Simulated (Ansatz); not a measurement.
Nb$_{6}$Co$_{16}$Si$_{7}$:
```cif
data_Co16Nb6Si7
_chemical_formula_sum 'Nb6 Co16 Si7'
_space_group_name_H-M_alt 'P 1'
_space_group_IT_number 1
_cell_length_a 7.84242
_cell_length_b 7.84242
_cell_length_c 7.84242
_cell_angle_alpha 60.000
_cell_angle_beta 60.000
_cell_angle_gamma 60.000
loop_
_space_group_symop_operation_xyz
  'x, y, z'
loop_
_atom_site_label
_atom_site_type_symbol
_atom_site_fract_x
_atom_site_fract_y
_atom_site_fract_z
_atom_site_occupancy
Nb1 Nb 0.20428 0.79572 0.20428 1
Nb2 Nb 0.79572 0.20428 0.79572 1
Nb3 Nb 0.20428 0.79572 0.79572 1
Nb4 Nb 0.79572 0.20428 0.20428 1
Nb5 Nb 0.20428 0.20428 0.79572 1
Nb6 Nb 0.79572 0.79572 0.20428 1
Co1 Co 0.16691 0.16691 0.16691 1
Co2 Co 0.83309 0.83309 0.83309 1
Co3 Co 0.50074 0.83309 0.83309 1
Co4 Co 0.49926 0.16691 0.16691 1
Co5 Co 0.16691 0.16691 0.49926 1
Co6 Co 0.83309 0.83309 0.50074 1
Co7 Co 0.83309 0.50074 0.83309 1
Co8 Co 0.16691 0.49926 0.16691 1
Co9 Co 0.38131 0.38131 0.38131 1
Co10 Co 0.61869 0.61869 0.61869 1
Co11 Co 0.14392 0.61869 0.61869 1
Co12 Co 0.85608 0.38131 0.38131 1
Co13 Co 0.38131 0.38131 0.85608 1
Co14 Co 0.61869 0.61869 0.14392 1
Co15 Co 0.61869 0.14392 0.61869 1
Co16 Co 0.38131 0.85608 0.38131 1
Si1 Si 0.50000 0.50000 0.50000 1
Si2 Si 0.00000 0.50000 0.00000 1
Si3 Si 0.50000 0.00000 0.00000 1
Si4 Si 0.50000 0.00000 0.50000 1
Si5 Si 0.00000 0.50000 0.50000 1
Si6 Si 0.00000 0.00000 0.50000 1
Si7 Si 0.50000 0.50000 0.00000 1
```

Relaxed with r²SCAN.

**Question.** Which orbitals make up the states near the Fermi level in r²SCAN in the plane-wave PAW code Ansatz?

**Answer.** Within 0.5 eV of the Fermi level: Co 3d 74 %, Nb 4d 14 %, Si 3p 6 %. Projections are on Löwdin-orthogonalised atomic valence shells; empty p or d shells of many metals are not among them.

**Question.** Tabulate the density of states.

**Answer.** States/eV per cell of 29 atoms, in 0.25 eV bins, energy from the Fermi level.

```
E (eV)  total  Co 3d  Nb 4d  Si 3p
------  -----  -----  -----  -----
-7.85    0.12   0.00   0.02   0.05
-7.60    0.51   0.02   0.07   0.20
-7.35    0.92   0.05   0.13   0.37
-7.10    1.75   0.14   0.23   0.72
-6.85    5.10   0.59   0.58   2.16
-6.60   11.17   1.80   1.19   4.61
-6.35   13.21   2.80   1.42   5.09
-6.10   10.58   2.52   1.09   4.04
-5.85   13.51   3.75   1.63   4.98
-5.60    7.60   2.33   1.00   2.70
-5.35    8.79   2.78   1.34   3.01
-5.10   16.01   5.65   2.64   5.21
-4.85   14.40   5.34   2.73   4.56
-4.60   21.71  10.05   3.26   6.52
-4.35    9.91   4.69   1.50   2.72
-4.10   19.75   9.62   1.87   6.57
-3.85   25.25  13.96   3.09   5.48
-3.60   26.52  17.06   3.32   2.78
-3.35   23.94  15.93   3.19   2.23
-3.10   44.24  31.14   7.92   2.59
-2.85   46.55  34.55   8.20   1.40
-2.60   44.12  33.00   7.41   1.48
-2.35   41.33  30.04   7.26   1.34
-2.10   34.36  26.28   4.72   0.94
-1.85   49.05  37.97   6.81   1.24
-1.60   46.15  36.23   5.97   1.24
-1.35   46.43  39.75   3.22   1.35
-1.10   44.01  37.97   2.70   1.13
-0.85   36.13  31.06   2.73   0.75
-0.60   41.31  34.60   3.08   1.86
-0.35   25.62  20.72   2.36   1.37
-0.10   25.37  17.91   3.48   1.82
0.15    15.24  10.61   2.59   0.80
0.40    28.74  19.66   6.09   1.61
0.65    11.25   6.97   3.21   0.59
0.90    31.86  16.47  12.68   1.46
1.15    19.69   8.44   8.73   1.37
1.40    21.95   8.51  10.18   1.49
1.65    17.44   5.70   8.94   1.19
1.90    18.98   5.33  10.66   1.30
2.15    15.91   4.08   8.85   1.09
2.40    11.12   2.55   5.59   0.94
2.65    10.54   1.63   6.28   0.78
2.90    14.74   2.39   8.66   1.56
3.15     8.85   1.36   5.02   1.25
3.40     6.09   0.98   3.25   1.12
3.65     7.86   1.41   3.83   1.64
3.90    14.22   3.02   5.58   3.46
4.15     7.49   1.61   2.32   2.16
4.40     5.78   1.14   1.57   2.15
4.65     9.12   1.55   2.62   3.36
```

Space group Fm-3m. The workflow started from a Materials Project entry (that database holds measured and hypothetical structures alike); the Crystallography Open Database copy checked does not list it. Whether it is the stable phase at ambient conditions was not checked. The r²SCAN relaxation kept the symmetry of its start; whether a distortion lowers the energy is not shown. No spin polarisation was allowed. Scalar-relativistic: spin–orbit coupling is off unless named, which matters more the heavier the elements.

Potentials: the later of the program's two PAW sets.
